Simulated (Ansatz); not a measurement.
Relaxed-ion elastic tensor of BeS (NiAs type, space group No. 194) in GPa (Voigt order), DFT-PBEsol in the program Ansatz with PAW potentials; density 2.83 g/cm³, 12.06 Å³ per atom.

```
 206  93.6  46.2   0.0   0.0   0.0
93.6   206  46.2   0.0   0.0   0.0
46.2  46.2   250   0.0   0.0   0.0
 0.0   0.0   0.0  22.9   0.0   0.0
 0.0   0.0   0.0   0.0  22.9   0.0
 0.0   0.0   0.0   0.0   0.0  56.2
```

Q: Is the crystal mechanically stable?

A: Yes: the smallest eigenvalue of C is 22.9 GPa.

Q: Work out the Voigt, Reuss and Hill averages.

A: K_V = 115, K_R = 115, K_H = 115; G_V = 52.1, G_R = 37.7, G_H = 44.9 GPa.

Q: Give Young's modulus, Poisson's ratio, Pugh's ratio and the universal anisotropy index.

A: E = 9KG/(3K + G) = 119 GPa; ν = 0.33; K/G = 2.56 (ductile by the Pugh limit of 1.75); A_U = 5G_V/G_R + K_V/K_R − 6 = 1.92.

Q: Estimate the sound speeds and the Debye temperature.

A: v_l = √((K + 4G/3)/ρ) = 7860 m/s, v_t = √(G/ρ) = 3980 m/s, mean 4470 m/s; Θ = (h/k)(3n/4πV)^(1/3) v_m = 580 K.

Q: Solve the Christoffel equation for the three sound speeds along x, y, z.

A: Eigenvalues of C_ijkl n_j n_l equal ρv². In km/s, slowest first: x 2.85, 4.46, 8.54; y 2.85, 4.46, 8.54; z 2.85, 2.85, 9.40.

Q: How much does each axis shrink under pressure?

A: Linear compressibilities β_i = Σ_j S_ij (j = 1 to 3): x 2.9, y 2.9, z 2.9 per TPa.

Space group P6_3/mmc (NiAs type). A made-up cell: these elements were put on the sites of a structure type; neither database checked (COD, Materials Project) lists it. COD files the formula under space group No. 216, so this cell is another polymorph or a model. Its standing as an ambient phase is unchecked. The cell was relaxed with PBEsol under the symmetry of its start. At this level the phase is dynamically unstable (imaginary phonons).

Potentials: the later of the program's two PAW sets.
